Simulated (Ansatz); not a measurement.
Starting cell, SnO (litharge type, space group P4/nmm):

```xyz
4
Lattice="3.7934 0.0000 0.0000 0.0000 3.7934 0.0000 0.0000 0.0000 4.7649" Properties=species:S:1:pos:R:3 pbc="T T T"
Sn     1.8967     0.0000     1.1463
Sn     0.0000     1.8967     3.6186
O      0.0000     0.0000     0.0000
O      1.8967     1.8967     0.0000
```

In each cell atom 2 (Sn, nearest neighbour O at 2.216 Å; its periodic images, 3.8 Å or more away, move with it) moves by s·(0.707, 0.707, 0.000) (along Cartesian [110]), the rest being held.

Calculation: r2SCAN+rVV10 (plane waves to 500 eV, PAW, scalar-relativistic; Ansatz, a program for electronic structure). k mesh 7×7×6 (Γ-centred), Fermi-Dirac smearing 0.05 eV. The energy includes the smearing's −TS. Stress and pressure are positive under compression. With partly filled bands, energies and forces of such displacements shift with the k mesh and the smearing. F∥ is the force on the atom along that direction. F⊥ is the part of the force across the line. At this level the bands of SnO touch or barely overlap; measurements give the solid a gap. SnO was relaxed with its symmetry unable to fall. The zero of ΔE is the undisplaced structure.

```tsv
s (Å)	ΔE (meV/cell)	F∥ (eV/Å)	|F⊥| (eV/Å)	P (GPa)
-0.660	1239	4.000	4.570	12.1
-0.528	769	3.116	2.912	8.0
-0.396	417	2.221	1.612	4.7
-0.264	179	1.398	0.701	2.1
-0.132	44	0.668	0.170	0.5
0.000	0	0.000	0.004	0.0
0.132	44	-0.668	0.170	0.5
0.264	179	-1.398	0.701	2.1
0.396	417	-2.221	1.612	4.7
0.528	769	-3.116	2.912	8.0
0.660	1239	-4.000	4.570	12.1
```

Derived quantities:

The energy at s = 0.660 Å is 1239 meV/cell and the force along the line at s = -0.660 Å is 4.00 eV/Å. The force constant k = d²E/ds² at s = 0 (finite differences) is 4.98 eV/Å². Symmetry of the curve: even: the same for both signs. Shape of the curve: a single well with its minimum at or next to zero displacement. Harmonic estimate at the end of the scan: ½ks² = 1085 meV/cell against the computed 1239 meV/cell, so the well is stiffer than harmonic there.

(A displaced cell: forces are minus the slopes of the energy, force constants its curvatures, and phonons follow from these.)
